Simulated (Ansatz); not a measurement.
Input:

Mg₂ZnO₃:
```xyz
6
Lattice="2.9912 0.0000 0.0000 -1.4956 2.5905 0.0000 0.0000 0.0000 7.3061" Properties=species:S:1:pos:R:3 pbc="T T T"
Mg     0.0000     1.7270     4.8653
Mg     1.4956     0.8635     2.4408
Zn     0.0000     0.0000     0.0000
O      0.0000     1.7270     1.2547
O      1.4956     0.8635     6.0514
O      0.0000     0.0000     3.6530
```

This is the r²SCAN-relaxed structure.

Question: All from the program Ansatz at the r²SCAN level (PAW), unless another level is named. Predict the highest zone-centre frequency (without LO–TO term).

Answer: 635 cm⁻¹.

Question: Predict the Hill bulk and shear moduli.

Answer: 175 and 104 GPa.

Space group P-3m1. The first step of the workflow began from a Materials Project structure, measured or hypothetical; the Crystallography Open Database copy checked does not list it. With Mg and Zn taken as one species the cell has the higher symmetry Fm-3m, so it may be an ordered model of a mixed-site phase. Its standing as an ambient phase is unchecked. Symmetry was held in the r²SCAN relaxation; of distortions, only those at the zone centre were tested.

Potentials: the later of the program's two PAW sets.
